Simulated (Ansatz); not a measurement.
Generalised stacking fault of CaF2 (fluorite) on the {100} plane. The cell below holds the perfect crystal with the plane normal along z; tilting its third vector by the shift puts one fault into each cell, between planes 1.36 Å apart, at fixed cell height.

```
CaF2
1.0
    3.83293     0.00000     0.00000
    0.00000     3.83293     0.00000
    1.91646     1.91646     8.13087
Ca F
3 6
Direct
  0.00000   0.00000   0.91667
  0.33333   0.33333   0.25000
  0.66667   0.66667   0.58333
  0.91667   0.41667   0.08333
  0.25000   0.75000   0.41667
  0.58333   0.08333   0.75000
  0.41667   0.91667   0.08333
  0.75000   0.25000   0.41667
  0.08333   0.58333   0.75000
```

In-plane vectors a = (3.833, 0.000) Å, b = (0.000, 3.833) Å, area 14.69 Å². The shift is s times the vector a + b (length 5.421 Å), so s = 1 restores the start. Atoms relax along the normal only. γ = [E(shift) − E(0)] / area.

Computed with PBEsol (plane waves to 420 eV, PAW, scalar-relativistic; Ansatz, a quantum-chemistry and plane-wave program). k mesh 8×8×8 (Γ-centred), Fermi-Dirac smearing 0.05 eV. Energies are extrapolated to zero smearing. Faults lie only 8.1 Å apart, and holding the cell height raises γ above its relaxed value. CaF2 was relaxed with its symmetry unable to fall. γ is measured from zero shift.

| s | γ (mJ/m²) |
|---|---|
| 0.000 | 0 |
| 0.083 | withheld |
| 0.167 | 547 |
| 0.250 | 787 |
| 0.333 | 910 |
| 0.417 | 916 |
| 0.500 | 879 |
| 0.583 | 916 |
| 0.667 | 910 |
| 0.750 | 787 |
| 0.833 | 547 |
| 0.917 | withheld |

### Question
Fit a Fourier form (three harmonics of 1 − cos and sin) to the given rows and predict γ at s = 0.083.

### Answer
Least squares on the 10 given rows: γ = (422.8)·[1 − cos(2πs)] + (178.5)·[1 − cos(4πs)] + (26.7)·[1 − cos(6πs)], in mJ/m²; root-mean-square residual 14.0 mJ/m². At 0.083 the fit gives 173 mJ/m²; the calculation gives 215 mJ/m², so the interpolation is off by -42 (-19.5 %). 

(The slope of γ gives the shear force per area between the displaced halves; near zero shift its curvature is an elastic stiffness.)
